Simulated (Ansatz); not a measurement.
# Data sheet: TiAl (DFT)

TiAl:
```
CELL_PARAMETERS angstrom
      1.42529     0.82289     4.63588
     -1.42529     0.82289     4.63588
      0.00000    -1.64579     4.63588
ATOMIC_POSITIONS crystal
  Al 0.00000 0.00000 0.00000
  Ti 0.50000 0.50000 0.50000
```

Space group R-3m (No. 166); conventional cell a = b = 2.8506 Å, c = 13.9076 Å, α = β = 90.00°, γ = 120.00°.

Method: PBEsol (plane waves, PAW; program Ansatz). Structure relaxed to zero pressure with the same functional. Other levels are named where they apply.

**Cell and energy**

| Item | Value |
|---|---|
| Volume per atom | 16.31 Å³ |
| Density | 3.81 g/cm³ |
| Formation energy from the elements (no fitted shifts) | -0.18 eV/atom |

**Electronic structure**

| Quantity | Value |
|---|---|
| Electronic character | metallic (no gap) |
| Density of states at the Fermi level | 1.00 states/eV per atom (mean over ±0.08 eV) |

**Mechanics**

| Property | Value |
|---|---|
| Bulk modulus (Birch–Murnaghan fit) | 1080 kbar |
| Pressure derivative B′ | 3.8 |
| Elastic constants (relaxed ions, GPa) | C11 = 165, C12 = 79.4, C13 = 66.3, C14 = -66.2, C33 = 233, C44 = 27.4 |
| Mechanical stability | unstable (C has a negative eigenvalue) |

A made-up cell: these elements were put on the sites of a structure type; neither database checked (COD, Materials Project) lists it. It is not the phase usual at ambient conditions (space group No. 123). The PBEsol relaxation kept the symmetry of its start. The run is not spin-polarised. As this level gives no gap, shear constants depend on the k-mesh and smearing (Fermi–Dirac, 0.1 eV here). Axis ratios of metals converge slowly with the k-mesh, so a and c are less sure than the volume. The references are the lowest solids computed at this level, not always the standard phases.

Potentials: the later of the program's two PAW sets.
